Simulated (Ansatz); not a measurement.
Level: PBE, no spin polarisation; 420 eV; 4×4×6 Γ-centred mesh; methfessel-paxton occupations (width 0.0824 eV); Ansatz 0.2.0, fixed geometry.

Computed maps in the lattice plane spanned by a (left to right, 7.40 Å, 22 points from zero) and b (bottom to top, 7.40 Å, 22 points from zero), 120° apart, at height 0.000 along c. The fields are smooth PAW ones with compensation charges, not the true ones near nuclei.

Valence density. Digits on a logarithmic scale: 0 up to 0.03 e/Å³, each further digit a factor of 1.6, 9 from 1.3 e/Å³ up:
```
3468989964333322234443
3468998754444333466654
3467876555554345788864
3345555567654458999864
2234446899864579869863
2233469999965689489742
2234589999855799998532
3345699999655689875432
3345799997544567654333
3345689865434455544443
3345566554333455665543
4455544443334568986543
5676543333345799997544
8987543233456999996556
9998532223458999985579
4897422233469999965689
6986322344468998645798
9864334555556765445899
8643467876555554345788
5434689987544443334666
3346898996433332223444
2358964985433332223333
```

ELF. Ten even steps from '0' (0.00) to '9' (0.87):
```
0289868972135421112321
0389999821355311578862
0279996223454226999983
0156631233333169989982
0112122322332399648971
0112333000321698369951
1234330000322899899611
3455320002322799996212
4554320023312578631234
4333333334311222123455
2112223355321122233553
1222123455433333333431
5786312344554320023312
9999621234553200023227
9899611123433000032289
3699510112333000321698
4898101121223223323996
9982015663123333316998
9830289996223454226999
6203899998213553115788
1028986897213542111232
0169943995124431000000
```

**Question.** The cell is NbSnCl. Which atoms lie within 0.2 Å of this plane, and where (fractions of a and b)?

**Answer.** Cl at (0.25, 0.00), Cl at (0.75, 0.75), Cl at (0.00, 0.25), Sn at (0.33, 0.67), Sn at (0.67, 0.33). The whole cell:
```
CELL_PARAMETERS angstrom
7.40119 0.00000 0.00000
-3.70060 6.40962 0.00000
0.00000 0.00000 4.10913
ATOMIC_POSITIONS crystal
Nb 0.58200 0.00000 0.50000
Nb 0.41800 0.41800 0.50000
Nb 0.00000 0.58200 0.50000
Cl 0.25200 0.00000 0.00000
Cl 0.74800 0.74800 0.00000
Cl 0.00000 0.25200 0.00000
Sn 0.33330 0.66670 0.00000
Sn 0.66670 0.33330 0.00000
Sn 0.00000 0.00000 0.50000
```

Origin: a known structure type with other elements, at an estimated volume, so it need not be a known compound. Caveats: many states at the Fermi level without spin polarisation, so a magnetic state may lie lower.
